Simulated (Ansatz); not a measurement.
Cu3Au, in the lowest of the structures calculated here: Pm-3m (No. 221), cP4, Cu3Au type; a = 3.7805 Å, b = 3.7805 Å, c = 3.7805 Å, α = 90.00°, β = 90.00°, γ = 90.00°; Cu 3c (0.000, 0.500, 0.500); Au 1a (0.000, 0.000, 0.000). The numbers are results of PBE (plane waves to 420 eV, PAW, scalar-relativistic; Ansatz, an electronic-structure program), not measurements. Element references, the lowest calculated here: Cu (Fm-3m), Au (Fm-3m).

Problem. Estimate the formation energy of this Pm-3m form of Cu3Au from the elements that PBE returns for this input.

Solution. -0.04 eV/atom.

Problem. Is it stable against the other phases calculated?

Solution. Too close to call: Cu3Au → CuAu + 2 Cu (Cu Fm-3m, CuAu P4/mmm) changes the energy by less than 0.02 eV/atom.

Hull of the energies calculated here, no anion corrections, zero temperature, no zero-point energy; an uncalculated phase could lie lower. Values are rounded to 0.01 eV/atom. Spin-orbit coupling is missing from these energies, which matters for elements this heavy. The compounds carry no spin polarisation.
